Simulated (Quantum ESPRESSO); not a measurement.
```
AlN
1.0
    0.00000     2.16660     2.16660
    2.16660     0.00000     2.16660
    2.16660     2.16660     0.00000
N Al
1 1
Direct
  0.25000   0.25000   0.25000
  0.00000   0.00000   0.00000
```

Cell and atoms were relaxed with LDA from Materials Project entry mp-1700, within its symmetry.

Problem. What does LDA (Quantum ESPRESSO, PseudoDojo norm-conserving, 84 Ry, no spin-orbit coupling) give for the electronic structure near the Fermi level?

Solution. The LDA gap is indirect, 3.27 eV, from 93 % of the way from K to Γ to X; the smallest direct gap is 4.46 eV. 

This is not the ordinary phase of the substance; no match was found in the copy of COD used, and its stability was not checked.
